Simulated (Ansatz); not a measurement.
KSnSb:
Space group P6₃mc (No. 186); a = b = 4.368 Å, c = 12.982 Å, α = β = 90.00°, γ = 120.00°

| atom | site | symmetry | x | y | z |
|---|---|---|---|---|---|
| K | 2b | 3m. | 0.6667 | 0.3333 | 0.4990 |
| Sn | 2a | 3m. | 0.0000 | 0.0000 | 0.2976 |
| Sb | 2b | 3m. | 0.6667 | 0.3333 | 0.1878 |

Relaxed with PBEsol. PBEsol (plane waves, PAW; program Ansatz) gives a gap of 0.30 eV.

Question: What gap does HSE06 give on the same cell (Ansatz, PAW)?

Answer: 0.84 eV, 0.54 eV more. The hybrid was solved on a coarser mesh and at special points; the gap given is the minimum over both.

```tsv
k	v1 PBEsol	c1 PBEsol	v1 HSE06	c1 HSE06
Γ	-0.08	0.30	0.00	0.84
A	-0.65	0.76	[?]	[?]
K	-1.73	1.09	[?]	[?]
H	-1.80	1.00	-1.97	1.47
M	-1.64	0.66	[?]	[?]
L	-1.65	0.84	[?]	[?]
```

Question: Top valence (v1) and lowest conduction level (c1) in eV from each method's valence maximum (which need not be a listed point): supply the withheld HSE06 values.

Answer: 
- M, v1 HSE06: -1.76
- M, c1 HSE06: 1.14
- K, v1 HSE06: -1.89
- K, c1 HSE06: 1.57
- L, v1 HSE06: -1.78
- L, c1 HSE06: 1.34
- A, v1 HSE06: -0.73
- A, c1 HSE06: 1.34

Cost on shared cores: the PBEsol run (SCF on a 7×7×3 mesh, then bands and DOS) about 2.3 core-minutes (a rough figure), the HSE06 run (SCF on 4×4×2, then a few points) about 5 core-minutes (a rough figure); the tasks are unlike.

Space group P6_3mc. The first step of the workflow began from a Materials Project structure, measured or hypothetical; the Crystallography Open Database files this formula in space group No. 186, but the cells were not matched. Whether it is the stable phase at ambient conditions was not checked. The PBEsol relaxation kept the symmetry of its start; its stability against distortions is not shown here. Spin–orbit coupling is left out wherever it is not named.

Potentials: the later of the program's two PAW sets.
